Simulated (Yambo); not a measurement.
Given:

```xyz
5
Lattice="5.1383 0.0000 0.0000 -2.5692 4.4499 0.0000 0.0000 0.0000 5.1945" Properties=species:S:1:pos:R:3 pbc="T T T"
C      0.0000     0.0000     4.5602
C      0.0000     0.0000     0.6343
K      0.0000     2.9666     4.0426
K      2.5692     1.4833     1.1519
Pt     0.0000     0.0000     2.5973
```

Workflow: norm-conserving PBEsol (Quantum ESPRESSO, 84 Ry, no spin-orbit coupling), then G0W0 in Yambo (3×3×2 Γ-centred k mesh, bands 5 to 219 and a 8 Ry block in the screening, 219 bands in G with the Bruneval-Gonze terminator, plasmon pole fitted at 27.2 eV).

Problem. Give the PBEsol and G0W0 gaps between the band edges found on this mesh, and say where the edges lie.

Solution. Edges: A → (0, 0.333, -0.5). PBEsol: 1.19 eV; G0W0: 2.07 eV. The mesh misses an edge: along a dense path the PBEsol gap is 0.88 eV. Nearest settings tried, and what they do to the gap: 139 bands in G: -3 meV; 3 Ry block (83 vectors against 327): -143 meV. Not varied: bands in W, mesh. So the settings aren't converged at that level. The k mesh is coarse. Without spin-orbit coupling, band edges of such heavy elements can be off by tenths of an eV.

Geometry of the Materials Project entry, not relaxed at this level.

The structure is a Materials Project entry; no match was found in the copy of COD used, and its stability was not checked.
